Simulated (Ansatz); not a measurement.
Relaxed TiO2 (rutile):

```
CELL_PARAMETERS angstrom
      4.64353     0.00000     0.00000
      0.00000     4.64353     0.00000
      0.00000     0.00000     2.96370
ATOMIC_POSITIONS crystal
  Ti 0.00000 0.00000 0.00000
  Ti 0.50000 0.50000 0.50000
  O  0.30512 0.30512 0.00000
  O  0.80512 0.19488 0.50000
  O  0.19488 0.80512 0.50000
  O  0.69488 0.69488 0.00000
```

In each cell atom 1 (Ti, nearest neighbour O at 1.958 Å; its periodic images, 3.0 Å or more away, move with it) moves by s·(0.707, 0.707, 0.000) (along Cartesian [110]), the rest being held.

These are PBE (plane waves to 420 eV, PAW, scalar-relativistic; Ansatz, a quantum-chemistry and plane-wave program) values and carry that method's errors. k mesh 6×6×9 (Γ-centred), Fermi-Dirac smearing 0.05 eV. Energies are smeared free energies. The PAW data are Ansatz's earlier set. TiO2 is run without spin polarisation. TiO2 was relaxed with its symmetry unable to fall. ΔE is measured from the undisplaced structure.

```json
[
 {"s (Å)": "-0.200", "ΔE (meV/cell)": "223.8"},
 {"s (Å)": "-0.160", "ΔE (meV/cell)": "133.7"},
 {"s (Å)": "-0.120", "ΔE (meV/cell)": "71.1"},
 {"s (Å)": "-0.080", "ΔE (meV/cell)": "30.2"},
 {"s (Å)": "-0.040", "ΔE (meV/cell)": "7.4"},
 {"s (Å)": "0.000", "ΔE (meV/cell)": "0.0"},
 {"s (Å)": "0.040", "ΔE (meV/cell)": "7.4"},
 {"s (Å)": "0.080", "ΔE (meV/cell)": "30.2"},
 {"s (Å)": "0.120", "ΔE (meV/cell)": "71.1"},
 {"s (Å)": "0.160", "ΔE (meV/cell)": "133.7"},
 {"s (Å)": "0.200", "ΔE (meV/cell)": "223.8"}
]
```

Problem. What force constant k = d²E/ds² at s = 0 does the table give?

Solution. 9.1 eV/Å². It is the second difference of the nearest points, corrected with the next pair.

Problem. With k = 9.12 eV/Å² from the forces, is the well harmonic out to s = 0.200 Å?

Solution. ½ks² = 182.3 meV/cell against the computed 223.8 meV/cell, so the well is stiffer than harmonic there.

(For displaced atoms, the force is minus the slope of the energy, and its curvature is a force constant, which sets phonon frequencies.)
